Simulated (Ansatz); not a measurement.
Here is the system:

Nb2SiB2:
```cif
data_B2Nb2Si
_chemical_formula_sum 'Si1 Nb2 B2'
_space_group_name_H-M_alt 'P 1'
_space_group_IT_number 1
_cell_length_a 5.70786
_cell_length_b 5.70786
_cell_length_c 3.31810
_cell_angle_alpha 90.000
_cell_angle_beta 90.000
_cell_angle_gamma 148.073
loop_
_space_group_symop_operation_xyz
  'x, y, z'
loop_
_atom_site_label
_atom_site_type_symbol
_atom_site_fract_x
_atom_site_fract_y
_atom_site_fract_z
_atom_site_occupancy
Si1 Si 0.00000 0.00000 0.00000 1
Nb1 Nb 0.36578 0.63422 0.50000 1
Nb2 Nb 0.63422 0.36578 0.50000 1
B1 B 0.20934 0.79066 0.00000 1
B2 B 0.79066 0.20934 0.00000 1
```

This is the PBEsol-relaxed structure.

Task: All from PBEsol in the plane-wave PAW code Ansatz, unless another level is named. Predict the bulk modulus (Birch–Murnaghan fit).

Result: 227 GPa.

Task: Predict the highest zone-centre frequency.

Result: 740 cm⁻¹.

Space group Cmmm. The start of the workflow was typed in or built on a structure type; neither database checked (COD, Materials Project) lists it. Its standing as an ambient phase is unchecked. Symmetry was held in the PBEsol relaxation; its stability against distortions is not shown here. No spin polarisation was allowed. As this level gives no gap, phonon frequencies hold no LO–TO term and depend on the k-mesh and smearing (Fermi–Dirac, 0.1 eV here).

Potentials: the earlier of the program's two PAW sets. The files were generated under PBE; for other functionals the program regenerates the frozen cores, and for LDA and PBEsol the local potential too.
